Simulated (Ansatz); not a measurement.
# Band structure of HgPd

```yaml
crystal:
  lattice:
    - [3.02995, 0.00000, 0.00000]
    - [0.00000, 3.02995, 0.00000]
    - [0.00000, 0.00000, 3.69200]
  atoms:
    - { symbol: Hg, position: [0.00000, 0.00000, 0.00000] }
    - { symbol: Pd, position: [0.50000, 0.50000, 0.50000] }
```

Atom numbers follow the list: Hg1, Pd2.

The cell is COD entry 1537801, as deposited and not checked against the literature; nothing was relaxed.

Spin polarisation is left out, and whether a magnetic state lies lower isn't shown here.

No spin–orbit coupling, which matters for the heavy atoms here.

Theory: DFT, PBEsol, all-electron LAPW, scalar-relativistic (Ansatz 0.2.0).

Settings: a Γ-centred 11×11×9 k mesh, Fermi–Dirac smearing of 0.05 eV, basis error target 0.5 meV/atom, no spin polarisation.

Points in fractions of the reciprocal vectors of this cell: Γ (0, 0, 0), X (0, 0.5, 0), M (0.5, 0.5, 0), Z (0, 0, 0.5), R (0, 0.5, 0.5), A (0.5, 0.5, 0.5). The path joins them by straight lines in the order Γ–X–M–Γ–Z–R–A–Z–X; legs that retrace an earlier one aren't tabulated. Energies are in eV from the Fermi level.

(1) Metal or insulator at this level of theory?

(2) Tabulate bands 34 to 39, counted from the lowest band of the run, along the path.

## Answers

(1) No gap opens: metallic or semimetallic.

(2) 
| k (1/Å) | point | band 34 | band 35 | band 36 | band 37 | band 38 | band 39 |
| --- | --- | --- | --- | --- | --- | --- | --- |
| 0.00 | Γ | -1.51 | -1.51 | -1.38 | 2.65 | 8.02 | 8.02 |
| 0.15 |  | -1.69 | -1.54 | -1.45 | 2.96 | 7.09 | 8.22 |
| 0.30 |  | -2.09 | -1.63 | -1.60 | 3.75 | 5.57 | 8.82 |
| 0.44 |  | -2.54 | -1.87 | -1.69 | 3.94 | 4.85 | 9.10 |
| 0.59 |  | -2.55 | -2.11 | -1.80 | 2.39 | 6.13 | 9.15 |
| 0.74 |  | -2.63 | -2.31 | -1.89 | 1.13 | 7.54 | 9.31 |
| 0.89 |  | -3.10 | -2.44 | -1.96 | 0.40 | 9.01 | 9.65 |
| 1.04 | X | -3.49 | -2.48 | -1.99 | 0.19 | 9.97 | 10.17 |
| 1.18 |  | -3.38 | -2.36 | -1.97 | 0.20 | 9.92 | 10.18 |
| 1.33 |  | -3.06 | -2.07 | -1.92 | 0.22 | 9.58 | 10.22 |
| 1.48 |  | -2.66 | -1.86 | -1.70 | 0.24 | 8.40 | 9.93 |
| 1.63 |  | -2.27 | -1.78 | -1.29 | 0.24 | 6.71 | 8.68 |
| 1.78 |  | -1.88 | -1.72 | -0.84 | 0.19 | 5.07 | 7.49 |
| 1.93 |  | -1.67 | -1.25 | -0.38 | 0.04 | 3.76 | 6.64 |
| 2.07 | M | -1.65 | -0.85 | -0.13 | -0.13 | 3.20 | 6.32 |
| 2.28 |  | -1.65 | -1.36 | -1.03 | 0.66 | 3.94 | 7.05 |
| 2.49 |  | -1.93 | -1.85 | -1.65 | 2.00 | 4.51 | 9.27 |
| 2.70 |  | -2.42 | -2.25 | -1.63 | 3.53 | 4.80 | 7.79 |
| 2.91 |  | -2.63 | -2.25 | -1.61 | 5.11 | 5.21 | 6.15 |
| 3.12 |  | -2.43 | -1.87 | -1.57 | 4.55 | 5.94 | 6.55 |
| 3.33 |  | -1.85 | -1.53 | -1.52 | 3.23 | 7.01 | 7.61 |
| 3.54 | Γ | -1.51 | -1.51 | -1.38 | 2.65 | 8.02 | 8.02 |
| 3.66 |  | -1.56 | -1.56 | -1.39 | 2.21 | 8.16 | 8.16 |
| 3.78 |  | -1.70 | -1.70 | -1.42 | 1.21 | 8.58 | 8.58 |
| 3.90 |  | -1.89 | -1.89 | -1.46 | 0.10 | 9.24 | 9.24 |
| 4.03 |  | -2.09 | -2.09 | -1.50 | -0.86 | 10.09 | 10.09 |
| 4.15 |  | -2.26 | -2.26 | -1.54 | -1.48 | 11.07 | 11.07 |
| 4.27 |  | -2.37 | -2.37 | -1.78 | -1.56 | 12.09 | 12.09 |
| 4.39 | Z | -2.41 | -2.41 | -1.86 | -1.57 | 12.72 | 12.72 |
| 4.54 |  | -2.37 | -2.36 | -1.82 | -1.58 | 11.25 | 12.80 |
| 4.69 |  | -2.24 | -2.21 | -1.70 | -1.60 | 9.23 | 11.00 |
| 4.84 |  | -2.07 | -2.01 | -1.63 | -1.52 | 7.24 | 9.19 |
| 4.98 |  | -1.87 | -1.81 | -1.65 | -1.30 | 5.37 | 7.50 |
| 5.13 |  | -1.70 | -1.67 | -1.64 | -1.09 | 3.72 | 6.01 |
| 5.28 |  | -1.67 | -1.58 | -1.53 | -0.95 | 2.49 | 4.91 |
| 5.43 | R | -1.53 | -1.50 | -1.37 | -0.90 | 2.01 | 4.47 |
| 5.58 |  | -2.19 | -1.37 | -0.69 | -0.30 | 1.98 | 4.47 |
| 5.72 |  | -2.73 | -1.37 | 0.24 | 0.69 | 1.89 | 4.49 |
| 5.87 |  | -2.40 | -1.35 | 1.28 | 1.78 | 1.78 | 4.56 |
| 6.02 |  | -2.05 | -1.30 | 1.66 | 2.41 | 2.97 | 4.73 |
| 6.17 |  | -1.80 | -1.15 | 1.58 | 3.60 | 4.22 | 5.08 |
| 6.32 |  | -1.70 | -0.94 | 1.56 | 4.75 | 5.50 | 5.68 |
| 6.46 | A | -1.68 | -0.84 | 1.57 | 5.44 | 5.44 | 6.41 |
| 6.67 |  | -1.72 | -1.03 | 1.50 | 4.42 | 4.83 | 5.67 |
| 6.88 |  | -1.85 | -1.51 | 1.02 | 2.39 | 4.77 | 6.36 |
| 7.09 |  | -2.13 | -2.05 | 0.15 | 0.74 | 5.65 | 7.45 |
| 7.30 |  | -2.74 | -2.12 | -0.76 | -0.45 | 7.06 | 8.83 |
| 7.51 |  | -2.55 | -1.94 | -1.58 | -1.19 | 8.84 | 10.37 |
| 7.72 |  | -2.45 | -2.18 | -1.82 | -1.55 | 10.92 | 11.88 |
| 7.93 | Z | -2.41 | -2.41 | -1.86 | -1.57 | 12.72 | 12.72 |
| 8.12 |  | -2.36 | -2.32 | -1.69 | -1.57 | 10.82 | 12.18 |
| 8.31 |  | -2.40 | -2.16 | -1.55 | -0.88 | 8.15 | 11.51 |
| 8.51 |  | -2.56 | -2.09 | -1.52 | 0.66 | 5.55 | 11.24 |
| 8.70 |  | -2.53 | -2.13 | -1.60 | 2.51 | 3.41 | 10.76 |
| 8.89 |  | -2.47 | -2.25 | -1.78 | 1.33 | 5.16 | 10.46 |
| 9.08 |  | -2.95 | -2.40 | -1.94 | 0.41 | 7.70 | 10.43 |
| 9.27 | X | -3.49 | -2.48 | -1.99 | 0.19 | 9.97 | 10.17 |
